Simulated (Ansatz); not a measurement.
This cell of Hg4Pt (space group Im-3m) is off equilibrium:

```
CELL_PARAMETERS angstrom
     -3.08600     3.08600     3.08600
      3.08600    -3.08600     3.08600
      3.08600     3.08600    -3.08600
ATOMIC_POSITIONS crystal
  Hg 0.00000 0.00000 0.50000
  Hg 0.00000 0.50000 0.00000
  Hg 0.50000 0.50000 0.50000
  Hg 0.50000 0.00000 0.00000
  Pt 0.00000 0.00000 0.00000
```

The numbers are results of r2SCAN (plane waves to 500 eV, PAW, scalar-relativistic; Ansatz, a quantum-chemistry and plane-wave program), not measurements. k mesh 11×11×11 (Γ-centred), Fermi-Dirac smearing 0.05 eV. The energy includes the smearing's −TS. Compression counts positive. Hg4Pt is run without spin polarisation. Hg4Pt was relaxed with its symmetry unable to fall. Spin-orbit coupling is left out, though Hg and Pt are heavy.

Question: What is the stress tensor (GPa)?

Answer: 
```
    4.9      0.0      0.0
    0.0      4.9      0.0
    0.0      0.0      4.9
```
The pressure, a third of the trace, is 4.9 GPa.

Question: It is the relaxed cell scaled evenly to V/V₀ = 0.947, atoms relaxed where free. What is its energy relative to the relaxed cell?

Answer: 19 meV/atom.

(A scan under strain: stresses follow from slopes of the energy per volume, elastic moduli from its curvatures.)
